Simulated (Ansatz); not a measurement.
Ansatz (a program for electronic structure) input:

Ansatz 0.2 input:
```yaml
crystal:
  lattice:
    - [2.7138193816, 0.0, 0.0]
    - [0.0, 2.7138193816, 0.0]
    - [0.0, 0.0, 4.0999156349]
  atoms:
    - { symbol: Pt, position: [0.0, 0.0, 0.0] }
    - { symbol: W, position: [0.5, 0.5, 0.5] }
kpoints:
  mp_grid: { grid: [11, 11, 7] }
  band_path:
    path:
      - [[0.0, 0.0, 0.0], [0.0, 0.5, 0.0], [0.5, 0.5, 0.0], [0.0, 0.0, 0.0], [0.0, 0.0, 0.5], [0.0, 0.5, 0.5], [0.5, 0.5, 0.5], [0.0, 0.0, 0.5]]  # Γ-X-M-Γ-Z-R-A-Z
      - [[0.0, 0.5, 0.0], [0.0, 0.5, 0.5]]  # X-R
      - [[0.5, 0.5, 0.0], [0.5, 0.5, 0.5]]  # M-A
    npoints: 8
basis: { ecutwfc: 600, xc_grid: 2 }
hamiltonian:
  xc: pbesol
  pseudopotentials: { azcp: { folder: ./paw }, kind: paw_fr }
magnetization: { noncollinear: true, spin_orbit: true }
scf:
  n_extra_bands: 12
  convergence: { dr2_threshold: 0.0000000001 }
  occupations: { method: gaussian, width: 0.05 }
output: { eigenvalues: true }
```

Output (shortened):

```
Pseudopotential: Pt, paw, valence charge 18
Pseudopotential: W, paw, valence charge 14
Functional definition: PBEsol
non-collinear run that drives no moment, with spin-orbit …
Crystal: 2 atoms, lattice volume = 30.195 Å³
Basis set: ecut = 600 eV, 1017 PW (Γ), exchange–correlation on 48×48×72 points (8 copies of the dense FFT grid, shifted against one another)
Bands: 44, of which v1, the nominal top of the filled ones, is band 32 counted from 1 (31 counted from 0)
Symmetry: 16 space group operations + 16 with time reversal
k-points: 84 of 847
Projection manifold: j_resolved (fully-relativistic pseudo-atomic orbitals)
SCF iter   1: F=—  HF=-22703.141180 eV  |F-HF|=—  |Δ(HF+E_count)|=         —  Δρ=1.35e-1  dr2=8.35e0  dr2_m=0.00e0 (ungated)  ethr=3.10e-3  |M|=0.00e0 ∫|m|=0.00e0 μB  |m|>n=0.0e0 m-floor=0.0e0 τ_xc=0.0e0  β_m=0.30  ⟨swp⟩=6.1  Hψ=7977  notcnv=0  defer=74
preconditioner: auto → none
SCF iter   2: F=—  HF=-22701.956413 eV  |F-HF|=—  |Δ(HF+E_count)|=    1.18e0  Δρ=6.87e-2  dr2=1.64e0  dr2_m=0.00e0 (ungated)  ethr=3.10e-3  |M|=0.00e0 ∫|m|=0.00e0 μB  |m|>n=0.0e0 m-floor=0.0e0 τ_xc=0.0e0  β_m=0.42  ⟨swp⟩=2.0  Hψ=2954  notcnv=0  defer=452
SCF iter   3: F=—  HF=-22701.582262 eV  |F-HF|=—  |Δ(HF+E_count)|=   3.74e-1  Δρ=2.27e-2  dr2=2.40e-1  dr2_m=0.00e0 (ungated)  ethr=3.10e-3  |M|=0.00e0 ∫|m|=0.00e0 μB  |m|>n=0.0e0 m-floor=0.0e0 τ_xc=0.0e0  β_m=0.42  ⟨swp⟩=2.0  Hψ=2532  notcnv=0  defer=452
SCF iter   4: F=—  HF=-22701.555698 eV  |F-HF|=—  |Δ(HF+E_count)|=   2.66e-2  Δρ=1.03e-2  dr2=3.05e-2  dr2_m=0.00e0 (ungated)  ethr=7.49e-4  |M|=0.00e0 ∫|m|=0.00e0 μB  |m|>n=0.0e0 m-floor=0.0e0 τ_xc=0.0e0  β_m=0.50  ⟨swp⟩=2.1  Hψ=2462  notcnv=0  defer=426
SCF iter   5: F=—  HF=-22701.555087 eV  |F-HF|=—  |Δ(HF+E_count)|=   6.11e-4  Δρ=2.31e-3  dr2=9.49e-4  dr2_m=0.00e0 (ungated)  ethr=9.54e-5  |M|=0.00e0 ∫|m|=0.00e0 μB  |m|>n=0.0e0 m-floor=0.0e0 τ_xc=0.0e0  β_m=0.54  ⟨swp⟩=2.4  Hψ=2607  notcnv=0  defer=414
SCF iter   6: F=—  HF=-22701.555414 eV  |F-HF|=—  |Δ(HF+E_count)|=   3.28e-4  Δρ=5.39e-4  dr2=3.04e-5  dr2_m=0.00e0 (ungated)  ethr=2.97e-6  |M|=0.00e0 ∫|m|=0.00e0 μB  |m|>n=0.0e0 m-floor=0.0e0 τ_xc=0.0e0  β_m=0.66  ⟨swp⟩=2.0  Hψ=2371  notcnv=0  defer=414
SCF iter   7: F=—  HF=-22701.555432 eV  |F-HF|=—  |Δ(HF+E_count)|=   1.77e-5  Δρ=1.02e-4  dr2=2.08e-6  dr2_m=0.00e0 (ungated)  ethr=9.51e-8  |M|=0.00e0 ∫|m|=0.00e0 μB  |m|>n=0.0e0 m-floor=0.0e0 τ_xc=0.0e0  β_m=0.75  ⟨swp⟩=2.5  Hψ=2904  notcnv=0  defer=414
SCF iter   8: F=—  HF=-22701.555440 eV  |F-HF|=—  |Δ(HF+E_count)|=   7.94e-6  Δρ=6.86e-6  dr2=1.29e-8  dr2_m=0.00e0 (ungated)  ethr=6.49e-9  |M|=0.00e0 ∫|m|=0.00e0 μB  |m|>n=0.0e0 m-floor=0.0e0 τ_xc=0.0e0  β_m=0.74  ⟨swp⟩=2.1  Hψ=2319  notcnv=0  defer=414
SCF iter  10: F=-22701.555440 eV  HF=-22701.555440 eV  |F-HF|=3.64e-12  |Δ(HF+E_count)|=  2.18e-10  Δρ=1.92e-7  dr2=8.73e-12  dr2_m=0.00e0 (ungated)  ethr=1.00e-12  |M|=0.00e0 ∫|m|=0.00e0 μB  |m|>n=0.0e0 m-floor=0.0e0 τ_xc=0.0e0  ⟨swp⟩=7.3  Hψ=7088  notcnv=0
SCF 1 converged in 10 iterations: F = -22701.555440 eV  dr2 = 8.73e-12
NSCF: frozen V_eff on 75 k-points
SCF converged after 10 iterations
Magnetization: |M| = 0.0000 μB,  M = (+0.0000, +0.0000, +0.0000) μB
Absolute magnetization: 0.0000 μB (∫|m|)
  site 0: m = (+0.0000, +0.0000, +0.0000) μB, |m| = 0.0000 μB  (R = 1.12 Å)
  site 1: m = (+0.0000, +0.0000, +0.0000) μB, |m| = 0.0000 μB  (R = 1.12 Å)
Free energy (F): -22701.555440 eV
Harris-Foulkes:  -22701.555440 eV  (|F-HF|=3.64e-12)
Internal energy: -22701.553973 eV  (E = F + TS)
E sigma→0 (E₀):  -22701.554707 eV
Entropy (-TS):   -0.001466 eV (-0.733 meV/atom)
Fermi energy:    23.942930 eV
--- Per-component energies (eV) ---
  E_band       = -214.068027
  E_kinetic    = 1003.403801
  E_local      = -2005.662239  (includes V_loc(G=0)·N_el)
  E_nonlocal   = 188.668118
  E_hartree    = 791.704197
  E_xc         = -492.635030
  E_vxc        = -496.726046  (∫ρ·V_xc dr)
  E_paw        = -17849.024298  (= ΣΔE_a)
  E_vpaw       = -487.160307  (= ΣTr[D̂ρ^β])
  E_aug_tail   = 0.000149  (compensation charges beyond the density's cutoff)
  E_ewald      = -4338.527716
  E_core_change = 0.519046  (= ΣΔE_core)
  E_smearing   = -0.001466  (= −TS)
  E_closure    =  0.000000  (closes the sum)
  Σ components = -22701.555440   (vs F -22701.555440, Δ=0.00e0)
  [band-id]    e_kinetic+e_local+e_nonlocal+2·e_hartree+e_vxc+e_vpaw+e_augmentation_tail = -214.068132   (vs E_band -214.068027, Δ=-1.05e-4)
--- Band table (eV; the first three rows and the last of 84) ---
  k-point 0: bands = ["-75.4942", "-75.4942", "-50.3333", "-50.3333", "-40.7155", "-40.7155", "-25.7063", "-25.7063", "-25.5235", "-25.5235", "-21.5632", "-21.5632", "-11.8528", "-11.8528", "-11.3934", "-11.3934", "13.1908", "13.1908", "16.2495", "16.2495", …
  k-point 1: bands = ["-75.4942", "-75.4942", "-50.3334", "-50.3334", "-40.7154", "-40.7154", "-25.7051", "-25.7051", "-25.5234", "-25.5234", "-21.5647", "-21.5647", "-11.8602", "-11.8602", "-11.3942", "-11.3942", "13.4631", "13.4631", "16.3457", "16.3457", …
  k-point 2: bands = ["-75.4942", "-75.4942", "-50.3336", "-50.3336", "-40.7152", "-40.7152", "-25.7023", "-25.7023", "-25.5231", "-25.5231", "-21.5681", "-21.5681", "-11.8769", "-11.8769", "-11.3962", "-11.3962", "14.2269", "14.2269", "16.5355", "16.5355", …
  k-point 83: bands = ["-75.4643", "-75.4643", "-50.2020", "-50.2020", "-40.8009", "-40.8009", "-25.8823", "-25.8823", "-25.7663", "-25.7663", "-21.8728", "-21.8728", "-12.4033", "-12.4033", "-12.0393", "-12.0393", "17.1245", "17.1245", "18.0740", "18.0740", …
```

Cost: about 40 core-seconds (a rough figure) on shared cores.

Space group P4/mmm (L1₀ or tetragonal B2). The start of the workflow was typed in or built on a structure type; neither database checked (COD, Materials Project) lists it. Whether it is the stable phase at ambient conditions was not checked. The cell was relaxed with PBEsol under the symmetry of its start; its stability against distortions is not shown here. No spin polarisation was allowed.

Potentials: the earlier of the program's two PAW sets. The files were generated under PBE; for other functionals the program regenerates the frozen cores, and for LDA and PBEsol the local potential too.

Ansatz is a plane-wave DFT program.
